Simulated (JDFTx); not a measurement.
System: Cd(0001) (P6_3/mmc bulk; lattice of mp-94, not re-optimised at this level), 1x1 cell of 4 atoms in 4 planes, area 7.58 Å² a face, 8.9 Å between the outermost planes in a cell 24.8 Å high; k mesh 8×8×1, Fermi width 0.01 Ha, no spin polarisation.

Profiles through the double layer of this slab, charged, in linear PCM (GLSSA13), water, 1 M NaCl; PBE, GBRV ultrasoft potentials, plane waves to 20/100 Ha, JDFTx (a modified build). z is the height above the outermost atoms, φ the plane-averaged electrostatic potential energy of an electron (zero in the bulk liquid), ρ_b the bound charge of solvent and ions, s the cavity shape function (0 in the solid, 1 in the liquid).

```tsv
z (Å)	n (e/Å³)	s	φ (eV)	ρ_b (10⁻³ e/Å³)
0.82	0.2450	0.00	-3.828	0.00
1.28	0.0609	0.00	-2.189	-0.82
1.74	0.0160	0.00	-0.584	-14.40
2.20	0.0043	0.19	-0.088	-7.29
2.66	0.0012	0.88	-0.063	0.85
3.12	0.0004	1.00	-0.054	0.38
3.58	0.0001	1.00	-0.046	0.10
4.04	0.0000	1.00	-0.040	0.02
4.50	0.0000	1.00	-0.034	-0.01
4.96	0.0000	1.00	-0.029	-0.01
5.42	0.0000	1.00	-0.025	-0.01
5.88	0.0000	1.00	-0.022	-0.01
6.34	0.0000	1.00	-0.019	-0.01
6.79	0.0000	1.00	-0.016	-0.01
7.25	0.0000	1.00	-0.014	-0.01
7.71	0.0000	1.00	-0.012	-0.01
```

### Question
Is the electrode positively or negatively charged, and roughly by how much?

### Answer
Positively: σ = 15.7 μC/cm² per face. The liquid's bound charge is of the opposite sign overall, and far from the surface φ decays with the screening length (3.0 Å).
